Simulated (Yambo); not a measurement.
G0W0@PBEsol for Rh₂S₃ (corundum, space group R-3c, No. 167) in Yambo. Reference settings: 2×2×2 Γ-centred k mesh, bands 17 to 323 and a 8 Ry block in the screening, 323 bands in G with the Bruneval-Gonze terminator, plasmon pole fitted at 27.2 eV. The PBEsol gap Γ → F on this mesh is 0.42 eV; G0W0 gaps are taken between the same points.

The settings were changed. The gap went from 1.16 eV to 1.24 eV, and the shift of the valence edge from -0.18 eV to 0.13 eV.

**Question.** What was changed between the two runs?
A. 214 bands in W, 214 bands in G
B. 7 Ry block
C. 133 bands in G
D. 214 bands in G, no terminator

**Answer.** D, 214 bands in G, no terminator. The others gave (gap, valence shift): 214 bands in W, 214 bands in G: 1.14, -0.08 eV; 133 bands in G: 1.15, -0.11 eV; 7 Ry block: 1.14, -0.14 eV.

Spin-orbit coupling is not included.

Geometry of the Materials Project entry, not relaxed at this level; primitive cell a = 6.295 Å, b = 6.295 Å, c = 6.295 Å, α = 56.77°, β = 56.77°, γ = 56.77°.

The structure is a Materials Project entry; no match was found in the copy of COD used, and its stability was not checked.

A shift is the quasiparticle energy of the state minus its PBEsol energy.
